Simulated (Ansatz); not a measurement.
These are results of Ansatz, DFT PBE, scalar-relativistic, plane waves, PAW, not measurements. All cells share a 420 eV cutoff and Γ-centred k meshes spaced at most about 0.3 Å⁻¹ (about 0.25 or finer for metals, 2π included). Collinear spin in cells that started with moments and kept them past the coarse steps, no spin elsewhere.

These are static total energies at zero pressure.

Two relaxed structures of Y2ScAs3:

A. (no spin)

```cif
data_structure
_symmetry_space_group_name_H-M 'R-3m:H'
_symmetry_Int_Tables_number 166
_cell_length_a 5.8220
_cell_length_b 5.8220
_cell_length_c 17.8388
_cell_angle_alpha 90.000
_cell_angle_beta 90.000
_cell_angle_gamma 120.000
_cell_volume 523.65
loop_
_atom_site_label
_atom_site_type_symbol
_atom_site_symmetry_multiplicity
_atom_site_Wyckoff_symbol
_atom_site_fract_x
_atom_site_fract_y
_atom_site_fract_z
_atom_site_occupancy
Y1 Y 6 c 0.00000 0.00000 0.78996 1
Sc1 Sc 3 a 0.00000 0.00000 0.00000 1
As1 As 9 e 0.50000 0.00000 0.00000 1
```

B. (site moments Sc 0.7 μB)

```cif
data_structure
_symmetry_space_group_name_H-M 'I4/mmm'
_symmetry_Int_Tables_number 139
_cell_length_a 5.0223
_cell_length_b 5.0223
_cell_length_c 15.2881
_cell_angle_alpha 90.000
_cell_angle_beta 90.000
_cell_angle_gamma 90.000
_cell_volume 385.62
loop_
_atom_site_label
_atom_site_type_symbol
_atom_site_symmetry_multiplicity
_atom_site_Wyckoff_symbol
_atom_site_fract_x
_atom_site_fract_y
_atom_site_fract_z
_atom_site_occupancy
Y1 Y 4 e 0.00000 0.00000 0.31852 1
Sc1 Sc 2 a 0.00000 0.00000 0.00000 1
As1 As 4 d 0.00000 0.50000 0.25000 1
As2 As 2 b 0.50000 0.50000 0.00000 1
```

Task: Which is lower in energy, and by how much?

Result: B is lower, by 156 meV/atom. A has space group R-3m (No. 166), 29.1 Å³/atom and no gap on its mesh; B has space group I4/mmm (No. 139), 32.1 Å³/atom and no gap. Counting As atoms around Sc and Y (those within 1.25 times the shortest such distance or 1.15 times the sum of covalent radii, 1.27 where that leaves under three; the shortest distance is added where it exceeds 1.18 times the sum of covalent radii), A has Y 3, Sc 6 and B has Y 5, Sc 4 from 3.6 Å. Their magnetic states differ too, which can make part of the margin. The lower one is the more open, so pressure narrows the difference. In A, Y has 3 As at 2.77 Å, 3 Y at 3.70 Å and 1 Sc at 3.75 Å; Sc has 6 As at 2.91 Å and 2 Y at 3.75 Å; As has 2 Y at 2.77 Å, 2 Sc at 2.91 Å and 4 As at 2.91 Å. In B, Y has 5 As at 2.72–2.77 Å; Sc is surrounded by 4 As at 3.55 Å; As on a site of symmetry -4m2 has 4 Y at 2.72 Å; 1 more site not described. Both come from invented guesses. A third cell relaxed alike, in P-6m2, lies 223 meV/atom below the lower of the two.

A magnetic state wasn't ruled out in cells without spin, among them R-3m. Another magnetic order may lie lower. Cells relaxed within their symmetry can be saddle points.
